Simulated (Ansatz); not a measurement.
Sb:
```xyz
4
Lattice="-3.4773 3.4773 3.4773 3.4773 -3.4773 3.4773 3.4773 3.4773 -3.4773" Properties=species:S:1:pos:R:3 pbc="T T T"
Sb    -2.4721     2.4721     2.4721
Sb     2.4721    -2.4721     2.4721
Sb     2.4721     2.4721    -2.4721
Sb     1.0052     1.0052     1.0052
```

Relaxed with r²SCAN+D4.

### Question
Map the valence electron density (e/Å³), cut off at 0.8 on the plane through (0.711, 0.000, 0.000) spanned by u = [1, 1, 0] and v = [1, -1, 0] in lattice vectors, from r²SCAN+D4 in the plane-wave PAW code Ansatz.

### Answer
x is the fraction of u, y of v (the angle between them is 90°; rows are the nearest grid lines); atoms in the plane: Sb at (0.00, 0.00), Sb at (0.50, 0.50), Sb at (0.00, 0.29), Sb at (0.50, 0.79).
```
|@@@@@*-:...                ..-*@@@@@|
|@@@@#=:..       ...         .:=%@@@@|
|@@@#=:..     ...::::..      ..-+#@@@|
|--::..     .:-=#@@@@*=-..     ..::--|
|          .:=#@@@@@@@@*-:..         |
|          .:=@@@@@@@@@%=-:....      |
|          .:-*@@@@@@@@*=-::.....    |
|           .:-=*%@@%*==-------::..  |
|           ..:--====-------===--:.. |
|           ..:=+*#**+=---------:..  |
|           .:=*@@@@@@*=-----:::...  |
|          .:=%@@@@@@@@%=-::....     |
|          .:=%@@@@@@@@#=:..         |
|::...      .:=*@@@@@@+-:.      ...::|
|==--:.     ..:-=***+=-:.     ..:-===|
|@@@@*-:.       ......       .:=*@@@@|
|@@@@@*-:..                 ..-*@@@@@|
|@@@@@+--::....              .:+@@@@@|
|@@@@*=--:::::...            .:-*@@@@|
|++=-------==--:..            .:--=++|
|===------===--:..            ..:-===|
|@@@#+=----::::..            .:-+#@@@|
|@@@@#+--:::....             .:=#@@@@|
|@@@@@*-:...                ..-*@@@@@|
```
Scale: ten equal steps from 0.010 (start of ' ') to 0.800 (end of '@'), in the order ' .:-=+*#%@'; x runs from 0.000 to 1.00, y from 0.000 (bottom) to 1.00 (top).

The density is the valence pseudo-density with augmentation charge, so density and ELF within about 1 Å of a nucleus are not all-electron values.

Space group I-43m. The start of the workflow was typed in or built on a structure type; neither database checked (COD, Materials Project) lists it. It is not the phase usual at ambient conditions (space group No. 166). The cell was relaxed with r²SCAN+D4 under the symmetry of its start; its stability against distortions is not shown here. The volume moved by 16 % from the start of the relaxation. Scalar-relativistic: spin–orbit coupling is off unless named, which matters more the heavier the elements.

Potentials: the earlier of the program's two PAW sets.
